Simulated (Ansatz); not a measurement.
HfC (Fm-3m): LDA against PBEsol

```xyz
2
Lattice="0.0000 2.2864 2.2864 2.2864 0.0000 2.2864 2.2864 2.2864 0.0000" Properties=species:S:1:pos:R:3 pbc="T T T"
Hf    2.2864    2.2864    2.2864
C     0.0000    0.0000    0.0000
```

This cell (11.95 Å³ an atom) was relaxed by PAW under LDA, and each functional gets its own cell relaxed so. Quantity: elastic moduli (Hill averages, relaxed ions; θ_D from sound speeds over directions).

Runs: (1) LDA, all-electron LAPW in Ansatz 0.2.0, scalar-relativistic; k mesh 18×18×18, strains of ±0.008, Fermi-Dirac smearing of 0.080 eV, basis error target 1 meV/atom. (2) PBEsol, all-electron LAPW in Ansatz 0.2.0, scalar-relativistic; k mesh 16×16×16, strains of ±0.005, Fermi-Dirac smearing of 0.050 eV, basis error target 1 meV/atom.

Under LDA: B = 262 GPa, G = 197 GPa, C11 = 570 GPa, C44 = 178 GPa, ν = 0.199, θ_D = 554 K.

Question: Which way does PBEsol move the volume, and by how much?

Answer: a = 4.607 Å, 12.23 Å³ an atom: 2.3 % larger.

Question: What does PBEsol give for these quantities?

Answer: 

| quantity | LDA | PBEsol | change |
| --- | --- | --- | --- |
| B | 262 GPa | 248 GPa | -5 % |
| G | 197 GPa | 184 GPa | -7 % |
| C11 | 570 GPa | 530 GPa | -7 % |
| C44 | 178 GPa | 168 GPa | -5 % |
| ν | 0.199 | 0.202 | +2 % |
| θ_D | 554 K | 538 K | -3 % |

Keep in mind: responses of metals move with mesh and smearing; no spin-orbit coupling on heavy atoms.
